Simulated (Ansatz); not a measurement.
Single point in Ansatz 0.2.0 with PBE, no spin polarisation. Cutoff 420 eV, PAW datasets, 7×7×7 Γ-centred k mesh, fermi-dirac filling (width 0.1 eV).

Computed maps in the lattice plane spanned by b (left to right, 5.95 Å, 18 points from zero) and c (bottom to top, 5.95 Å, 18 points from zero), 60° apart, at height 0.725 along a. The fields are smooth PAW ones with compensation charges, not the true ones near nuclei.

Valence density. Digits on a logarithmic scale: 0 up to 0.03 e/Å³, each further digit a factor of 1.6, 9 from 1.3 e/Å³ up:
```
344544322357765322
245775422368998632
246999642369999963
336999963358999985
335999995337999996
423699996324799997
422469996422478987
322245665422235665
333444454444333333
235665444456653222
246998654569996422
347999964469999643
345999985459999954
444799996446999974
454579996424699975
455445765322356654
455544443322233444
344443322334433223
```

Problem. The cell is Sr₂ZnWF₆. Which atoms lie within 0.2 Å of this plane, and where (fractions of b and c)?

Solution. F at (0.28, 0.28), F at (0.28, 0.72), F at (0.72, 0.28), Sr at (0.75, 0.75). The whole cell:
```
Zn W F Sr
1.0
     0.00000    4.20498    4.20498
     4.20498    0.00000    4.20498
     4.20498    4.20498    0.00000
Zn W F Sr
1 1 6 2
Direct
  0.50000 0.50000 0.50000
  0.00000 0.00000 0.00000
  0.72500 0.27500 0.27500
  0.27500 0.72500 0.27500
  0.27500 0.72500 0.72500
  0.72500 0.27500 0.72500
  0.27500 0.27500 0.72500
  0.72500 0.72500 0.27500
  0.25000 0.25000 0.25000
  0.75000 0.75000 0.75000
```

Origin: a known structure type with other elements, at an estimated volume, so it need not be a known compound. Caveats: many states at the Fermi level without spin polarisation, so a magnetic state may lie lower; atoms or cell far from equilibrium.
